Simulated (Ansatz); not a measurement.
**Two states of SrFe₂O₃**

```xyz
12
Lattice="10.5151 0.0000 0.0000 0.0000 3.8442 0.0000 0.0000 0.0000 3.2462" Properties=species:S:1:pos:R:3 pbc="T T T"
Fe    0.7571    2.8832    2.3373
Fe    4.5005    2.8832    2.3373
Fe    6.0146    0.9611    0.9089
Fe    9.7580    0.9611    0.9089
Sr    2.6288    0.9611    0.7953
Sr    7.8863    2.8832    2.4509
O     0.6730    0.9611    2.4444
O     4.5846    0.9611    2.4444
O     5.9305    2.8832    0.8018
O     9.8421    2.8832    0.8018
O     2.6288    2.8832    1.2563
O     7.8863    0.9611    1.9899
```

The numbers come from plane-wave PAW DFT (Ansatz): PBE, with U_eff = 6.59 eV on Fe d (all-electron-ortho-atomic projectors), 420 eV, 2×5×6 Γ-centred k points, fermi-dirac occupations (width 0.1 eV). Nothing was relaxed.

State A: Fe1 up, Fe2 up, Fe3 down, Fe4 down (collinear spin). State B: Fe1 up, Fe2 down, Fe3 up, Fe4 down (collinear spin).

Question: Which state is lower, and how do they differ?

Answer: State B is lower by 4.4 meV an atom at zero smearing.

```tsv
state	free energy (meV/atom)	largest moment in a small sphere (μB)	net moment (μB/cell)	gap on mesh (eV)	pressure (GPa)	largest force (eV/Å)
A	4.4	3.27	0.00	1.61	48.1	4.07
B	0.0	3.27	0.00	1.64	47.8	4.07
```

Origin: a known structure type with other elements, at an estimated volume, so it need not be a known compound. Caveats: atoms or cell far from equilibrium; gaps of Fe, Co and Ni magnets come out low on these datasets; an odd or shifted mesh can miss the band edges, so this level's true gap may be smaller.
